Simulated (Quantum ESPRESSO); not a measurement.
Mg4S2SeO, input and log of a self-consistent run

Computed values, not a measurement. The program is pw.x of Quantum ESPRESSO 7.5 (plane-wave density functional theory). The cell is made up: 8 atoms on a wurtzite lattice, with randomly drawn elements, strain and displacements, not relaxed. PseudoDojo standard norm-conserving files (v0.5 for PBE, v0.4.1 for LDA and PBEsol) set the functional; there is no spin polarisation, spin-orbit coupling or dispersion term, and the masses in the input are unused placeholders.

Input:

```
&control calculation='scf', pseudo_dir='./dojo.nc.sr.pbe.v0_5.standard.upf', outdir='./o', disk_io='low', tprnfor=.true., tstress=.true. /
&system ibrav=0, nat=8, ntyp=4, nbnd=43, ecutwfc=107.82251126, nosym=.true., tot_charge=0,
 occupations='smearing', smearing='fd', degauss=0.0018374661
/
&electrons conv_thr=7.350e-09, electron_maxstep=60, /
ATOMIC_SPECIES
Mg 1.0 Mg.upf
O 1.0 O.upf
S 1.0 S.upf
Se 1.0 Se.upf
CELL_PARAMETERS angstrom
4.036 0.01 -0.024
0.0173 7.148 0.0005
-0.0392 0.0004 6.6828
ATOMIC_POSITIONS angstrom
Mg 0.0527 0.0921 0.0373
Mg 2.1007 3.5504 -0.0128
Mg 1.9573 1.2516 3.4162
Mg 0.0168 4.6847 3.4109
S 0.0285 -0.1287 2.4435
Se 2.0521 3.4808 2.4468
O 1.9689 1.2341 5.7974
S 0.0997 4.7195 5.8505
K_POINTS automatic
6 6 6 1 1 1
```

The log is shortened where brackets say so; the opening notice, blank lines, dates and the lines on written files are dropped, and the path of the files is cut. It prints rydbergs, bohrs and kilobars, and counts compression as positive stress.

```
     Program PWSCF v.7.5
     Parallel version (MPI & OpenMP), running on       4 processor cores
     Number of MPI processes:                 4
     Threads/MPI process:                     1
     [start-up lines left out]
     bravais-lattice index     =            0
     lattice parameter (alat)  =       7.6271  a.u.
     unit-cell volume          =    1300.9872 (a.u.)^3
     number of atoms/cell      =            8
     number of atomic types    =            4
     number of electrons       =        74.00
     number of Kohn-Sham states=           43
     kinetic-energy cutoff     =     107.8225  Ry
     charge density cutoff     =     431.2900  Ry
     scf convergence threshold =      7.3E-09
     mixing beta               =       0.7000
     number of iterations used =            8  plain     mixing
     Exchange-correlation= PBE
                           (   1   4   3   4   0   0   0)
     [axes and pseudopotential details left out]
   Cartesian axes
     site n.     atom                  positions (alat units)
         1        Mg     tau(   1) = (   0.0130572   0.0228191   0.0092416  )
         2        Mg     tau(   2) = (   0.5204798   0.8796646  -0.0031714  )
         3        Mg     tau(   3) = (   0.4849503   0.3101026   0.8464145  )
         4        Mg     tau(   4) = (   0.0041625   1.1607044   0.8451014  )
         5        S      tau(   5) = (   0.0070613  -0.0318873   0.6054136  )
         6        Se     tau(   6) = (   0.5084384   0.8624202   0.6062312  )
         7        O      tau(   7) = (   0.4878244   0.3057667   1.4363924  )
         8        S      tau(   8) = (   0.0247022   1.1693266   1.4495487  )
     number of k points=   108  Fermi-Dirac smearing, width (Ry)=  0.0018
     Number of k-points >= 100: set verbosity='high' to print them.
     Dense  grid:   196791 G-vectors     FFT dimensions: (  54,  90,  90)
     Estimated max dynamical RAM per process >     690.54 MB
     Estimated total dynamical RAM >       2.56 GB
     Initial potential from superposition of free atoms
     starting charge      73.9967, renormalised to      74.0000
     Starting wfcs are   41 randomized atomic wfcs +    2 random wfcs
     total cpu time spent up to now is        9.2 secs
     per-process dynamical memory:   595.4 Mb
     Self-consistent Calculation
     iteration #  1     ecut=   107.82 Ry     beta= 0.70
     Davidson diagonalization with overlap
     ethr =  1.00E-02,  avg # of iterations =  6.2
     total cpu time spent up to now is       40.2 secs
     total energy              =    -794.80388553 Ry
     estimated scf accuracy    <       1.20637993 Ry
     iteration #  2     ecut=   107.82 Ry     beta= 0.70
     Davidson diagonalization with overlap
     ethr =  1.63E-03,  avg # of iterations =  5.8
     total cpu time spent up to now is       70.2 secs
     total energy              =    -794.16515830 Ry
     estimated scf accuracy    <       6.07952138 Ry
     iteration #  3     ecut=   107.82 Ry     beta= 0.70
     Davidson diagonalization with overlap
     ethr =  1.63E-03,  avg # of iterations =  4.0
     total cpu time spent up to now is       99.6 secs
     total energy              =    -795.34729331 Ry
     estimated scf accuracy    <       0.37980881 Ry
     iteration #  4     ecut=   107.82 Ry     beta= 0.70
     Davidson diagonalization with overlap
     ethr =  5.13E-04,  avg # of iterations =  2.0
     total cpu time spent up to now is      123.5 secs
     total energy              =    -795.36451979 Ry
     estimated scf accuracy    <       0.06895761 Ry
     iteration #  5     ecut=   107.82 Ry     beta= 0.70
     Davidson diagonalization with overlap
     ethr =  9.32E-05,  avg # of iterations =  2.4
     total cpu time spent up to now is      148.0 secs
     total energy              =    -795.36369306 Ry
     estimated scf accuracy    <       0.01416592 Ry
     iteration #  6     ecut=   107.82 Ry     beta= 0.70
     Davidson diagonalization with overlap
     ethr =  1.91E-05,  avg # of iterations =  7.2
     total cpu time spent up to now is      178.9 secs
     total energy              =    -795.36676847 Ry
     estimated scf accuracy    <       0.00116511 Ry
     iteration #  7     ecut=   107.82 Ry     beta= 0.70
     Davidson diagonalization with overlap
     ethr =  1.57E-06,  avg # of iterations =  3.5
     total cpu time spent up to now is      205.7 secs
     total energy              =    -795.36693015 Ry
     estimated scf accuracy    <       0.00004229 Ry
     iteration #  8     ecut=   107.82 Ry     beta= 0.70
     Davidson diagonalization with overlap
     ethr =  5.72E-08,  avg # of iterations =  3.2
     total cpu time spent up to now is      231.5 secs
     total energy              =    -795.36694124 Ry
     estimated scf accuracy    <       0.00000241 Ry
     iteration #  9     ecut=   107.82 Ry     beta= 0.70
     Davidson diagonalization with overlap
     ethr =  3.25E-09,  avg # of iterations =  3.0
     total cpu time spent up to now is      256.9 secs
     total energy              =    -795.36694190 Ry
     estimated scf accuracy    <       0.00000041 Ry
     iteration # 10     ecut=   107.82 Ry     beta= 0.70
     Davidson diagonalization with overlap
     ethr =  5.58E-10,  avg # of iterations =  2.0
     total cpu time spent up to now is      281.8 secs
     total energy              =    -795.36694198 Ry
     estimated scf accuracy    <       0.00000003 Ry
     iteration # 11     ecut=   107.82 Ry     beta= 0.70
     Davidson diagonalization with overlap
     ethr =  4.57E-11,  avg # of iterations =  2.7
     total cpu time spent up to now is      307.1 secs
     End of self-consistent calculation
     [lines on levels left out]
!    total energy              =    -795.36694199 Ry
     estimated scf accuracy    <          6.5E-09 Ry
     smearing contrib. (-TS)   =      -0.00000000 Ry
     internal energy E=F+TS    =    -795.36694199 Ry
     The total energy is F=E-TS. E is the sum of the following terms:
     one-electron contribution =    -618.72564010 Ry
     hartree contribution      =     306.26047078 Ry
     xc contribution           =    -132.75885137 Ry
     ewald contribution        =    -350.14292130 Ry
     convergence has been achieved in  11 iterations
     Forces acting on atoms (cartesian axes, Ry/au):
     atom    1 type  1   force =     0.00444370    0.03269077   -0.05346587
     atom    2 type  1   force =     0.00815669   -0.04975777   -0.05269089
     atom    3 type  1   force =     0.00565911   -0.05603607    0.05896091
     atom    4 type  1   force =     0.00494398    0.02437652   -0.00045467
     atom    5 type  3   force =    -0.00677851    0.01761108    0.02768105
     atom    6 type  4   force =    -0.00201639    0.01505165    0.01250681
     atom    7 type  2   force =     0.00096979   -0.00053740    0.00089740
     atom    8 type  3   force =    -0.01537838    0.01660122    0.00656526
     Total force =     0.136381     Total SCF correction =     0.000372
     Computing stress (Cartesian axis) and pressure
          total   stress  (Ry/bohr**3)                   (kbar)     P=      -45.67
  -0.00031104  -0.00002254   0.00003320          -45.76       -3.32        4.88
  -0.00002254  -0.00032751  -0.00005132           -3.32      -48.18       -7.55
   0.00003320  -0.00005132  -0.00029279            4.88       -7.55      -43.07
     init_run     :      8.33s CPU      8.84s WALL (       1 calls)
     electrons    :    291.73s CPU    297.91s WALL (       1 calls)
     forces       :      3.54s CPU      3.58s WALL (       1 calls)
     stress       :     12.97s CPU     13.38s WALL (       1 calls)
     [timing details left out]
     PWSCF        :   5m17.08s CPU   5m24.47s WALL
     JOB DONE.
```

In other units: free energy -10821.519 eV for the cell, pressure -4.57 GPa, largest force component 1.516 eV/Å. This run is the check on a run of the same cell at 1170 eV and a 4 x 4 x 4 mesh: rerunning at 1467 eV and a 6 x 6 x 6 mesh moved values by no more than 0.009 eV in energy, 0.09 GPa in stress and 0.006 eV/Å in force.